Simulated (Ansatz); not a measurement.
Li₆PS₅Cl:
```
CELL_PARAMETERS angstrom
      0.00000     5.10610     5.10610
      5.10610     0.00000     5.10610
      5.10610     5.10610     0.00000
ATOMIC_POSITIONS crystal
  Cl 0.00000 0.00000 0.00000
  P  0.50000 0.50000 0.50000
  S  0.75000 0.75000 0.75000
  S  0.38431 0.38431 0.38431
  S  0.38431 0.84707 0.38431
  S  0.84707 0.38431 0.38431
  S  0.38431 0.38431 0.84707
  Li 0.52325 0.97675 0.97675
  Li 0.52325 0.52325 0.97675
  Li 0.97675 0.97675 0.52325
  Li 0.97675 0.52325 0.52325
  Li 0.52325 0.97675 0.52325
  Li 0.97675 0.52325 0.97675
```

Relaxed with r²SCAN.

### Question
Map the electron localisation function on the plane through (0.000, 0.000, 0.000) spanned by u = [1, 0, 0] and v = [-1, 1, 1] in lattice vectors, from DFT-r²SCAN in the program Ansatz with PAW potentials.

### Answer
x is the fraction of u, y of v (the angle between them is 90°; rows are the nearest grid lines); atoms in the plane: Cl at (0.00, 0.00), P at (0.00, 0.50), S at (0.50, 0.75), S at (0.77, 0.38), S at (0.23, 0.38), Li at (0.50, 0.98), Li at (0.50, 0.52).
```
y \ x   0.000  0.0833  0.194  0.278  0.361  0.444  0.556  0.639  0.722  0.806  0.917   1.00
------  -----  ------  -----  -----  -----  -----  -----  -----  -----  -----  -----  -----
1.00    0.177   0.844  0.665  0.052  0.002  0.887  0.887  0.002  0.052  0.665  0.844  0.177
0.925   0.872   0.857  0.435  0.023  0.042  0.043  0.044  0.042  0.023  0.434  0.857  0.872
0.850   0.513   0.390  0.026  0.192  0.740  0.853  0.853  0.740  0.192  0.026  0.390  0.513
0.775   0.010   0.010  0.038  0.616  0.855  0.577  0.576  0.855  0.616  0.038  0.010  0.010
0.700   0.033   0.030  0.025  0.453  0.834  0.806  0.806  0.834  0.453  0.025  0.030  0.033
0.625   0.251   0.162  0.028  0.048  0.507  0.724  0.724  0.508  0.048  0.028  0.162  0.251
0.550   0.217   0.431  0.174  0.200  0.032  0.642  0.620  0.032  0.200  0.174  0.432  0.217
0.450   0.215   0.901  0.741  0.892  0.913  0.029  0.035  0.911  0.892  0.741  0.900  0.215
0.375   0.251   0.669  0.081  0.224  0.833  0.322  0.325  0.833  0.218  0.084  0.669  0.251
0.300   0.033   0.573  0.905  0.840  0.538  0.054  0.054  0.539  0.840  0.905  0.572  0.033
0.225   0.010   0.042  0.455  0.321  0.033  0.006  0.006  0.033  0.321  0.456  0.042  0.010
0.150   0.513   0.318  0.022  0.009  0.012  0.020  0.020  0.012  0.009  0.022  0.318  0.513
0.0750  0.872   0.854  0.446  0.018  0.019  0.022  0.022  0.019  0.018  0.446  0.854  0.872
0.000   0.177   0.844  0.665  0.052  0.002  0.887  0.887  0.002  0.052  0.665  0.844  0.177
```

The density is the valence pseudo-density with augmentation charge, so density and ELF within about 1 Å of a nucleus are not all-electron values.

Space group F-43m. The start of the workflow was typed in or built on a structure type; the Crystallography Open Database copy checked does not list it. Whether it is the stable phase at ambient conditions was not checked. The r²SCAN relaxation kept the symmetry of its start; its stability against distortions is not shown here.

Potentials: the later of the program's two PAW sets.
